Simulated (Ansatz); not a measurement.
MgTe:
```
MgTe
1.0
    4.60616     0.00000     0.00000
   -2.30308     3.98905     0.00000
    0.00000     0.00000    15.01153
Mg Te
4 4
Cartesian
  0.00000   0.00000   0.00848
  0.00000   0.00000   7.51425
  2.30308   1.32968  11.26083
  0.00000   2.65937   3.75507
  0.00000   0.00000  12.19904
  0.00000   0.00000   4.69328
  2.30308   1.32968   8.44060
  0.00000   2.65937   0.93483
```

Cartesian axes are those of the cell as given.

### Question
Give the proper piezoelectric stress tensor with relaxed ions from PBE in the plane-wave PAW code Ansatz.

### Answer
In C/m², rows x, y, z, Voigt columns; mesh uncertainty up to 0.00.
```
 0.00   0.00   0.00   0.00   0.06   0.00
 0.00   0.00   0.00   0.06   0.00   0.00
 0.07   0.07  -0.14   0.00   0.00   0.00
```

The elastic tensor of the same run (GPa):

```
51.6  27.5  22.7   0.0   0.0   0.0
27.5  51.6  22.7   0.0   0.0   0.0
22.7  22.7  56.2   0.0   0.0   0.0
 0.0   0.0   0.0  10.7   0.0   0.0
 0.0   0.0   0.0   0.0  10.7   0.0
 0.0   0.0   0.0   0.0   0.0  12.0
```

### Question
Convert to strain constants d = e·S.

### Answer
In pC/N:
```
 0.0   0.0   0.0   0.0   5.6   0.0
 0.0   0.0   0.0   5.6   0.0   0.0
 2.1   2.1  -4.3   0.0   0.0   0.0
```

Space group P6_3mc. A made-up cell: these elements were put on the sites of a structure type; the Crystallography Open Database files this formula in space group No. 186, but the cells were not matched. Whether it is the stable phase at ambient conditions was not checked. The PBE relaxation kept the symmetry of its start; whether a distortion lowers the energy is not shown. Signs of piezoelectric constants follow the polarity of the cell as given. Scalar-relativistic: spin–orbit coupling is off unless named, which matters more the heavier the elements.

Potentials: the later of the program's two PAW sets.
